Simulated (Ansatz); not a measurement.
InAs:
```xyz
2
Lattice="4.0165 0.0000 0.0000 -2.0082 3.4784 0.0000 0.0000 0.0000 3.5423" Properties=species:S:1:pos:R:3 pbc="T T T"
In     0.0000     0.0000     0.0000
As     2.0082     1.1595     1.7711
```

Relaxed with PBE. Special points in fractions of this cell's reciprocal vectors: Γ (0.000, 0.000, 0.000); M (0.500, 0.000, 0.000); K (0.333, 0.333, 0.000); A (0.000, 0.000, 0.500); L (0.500, 0.000, 0.500); H (0.333, 0.333, 0.500).

Problem. List the band energies nearest the Fermi level at these points for PBE in the plane-wave PAW code Ansatz.

Solution. In eV from the Fermi level; about four levels below and three above (degenerate sets whole), none deeper than 8.9 eV; points with the same levels are listed once.

```tsv
k	below	above
Γ	-1.56 -0.47 -0.47 -0.36	4.36 4.36 5.34
M	-6.48 -1.99	0.50 1.02 5.22
K	-6.35 -4.02	1.25 4.21 4.38
A	-6.86	0.68 0.68 2.72
L	-4.56 -3.68 -2.68	0.05 3.18 3.73
H	-3.84 -3.51 -2.91 -1.50	0.33 6.75 8.97
```

Space group P-6m2. A made-up cell: these elements were put on the sites of a structure type; neither database checked (COD, Materials Project) lists it. It is not the phase usual at ambient conditions (space group No. 216). The cell was relaxed with PBE under the symmetry of its start; whether a distortion lowers the energy is not shown. Scalar-relativistic: spin–orbit coupling is off unless named, which matters more the heavier the elements.

Potentials: the later of the program's two PAW sets.
